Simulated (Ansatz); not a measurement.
As:
```
As
1.0
    4.58279     0.00000     0.00000
   -2.29139     3.96881     0.00000
    0.00000     0.00000     5.74786
As
4
Direct
  0.33333   0.66667   0.03722
  0.66667   0.33333   0.53722
  0.66667   0.33333   0.96278
  0.33333   0.66667   0.46278
```

Relaxed with r²SCAN. Special points in fractions of this cell's reciprocal vectors: Γ (0.000, 0.000, 0.000); M (0.500, 0.000, 0.000); K (0.333, 0.333, 0.000); A (0.000, 0.000, 0.500); L (0.500, 0.000, 0.500); H (0.333, 0.333, 0.500).

Q: List the band energies nearest the Fermi level at these points for plane-wave PAW r²SCAN with spin–orbit coupling (Ansatz code).

A: In eV from the Fermi level; about four levels below and three above (degenerate sets whole), none deeper than 8.9 eV; points with the same levels are listed once.

| k | below | above |
|---|---|---|
| Γ | -0.46 -0.46 -0.30 -0.30 | 2.35 2.35 2.55 2.55 |
| M | -2.79 -2.79 -0.63 -0.63 | 1.92 1.92 1.94 1.94 |
| K | -0.26 -0.26 -0.08 -0.08 | 1.71 1.71 1.90 1.90 |
| A | -2.62 -2.62 -2.62 -2.62 | 0.81 0.81 0.81 0.81 |
| L | -1.65 -1.65 -1.65 -1.65 | 0.93 0.93 0.93 0.93 |
| H | -0.41 -0.41 -0.25 -0.25 | 1.26 1.26 1.29 1.29 |

Space group P6_3/mmc. The cell is a constructed one: a structure type filled with these elements; neither database checked (COD, Materials Project) lists it. It is not the phase usual at ambient conditions (space group No. 166). Symmetry was held in the r²SCAN relaxation; whether a distortion lowers the energy is not shown.

Potentials: the earlier of the program's two PAW sets. The files were generated under PBE; for other functionals the program regenerates the frozen cores, and for LDA and PBEsol the local potential too.
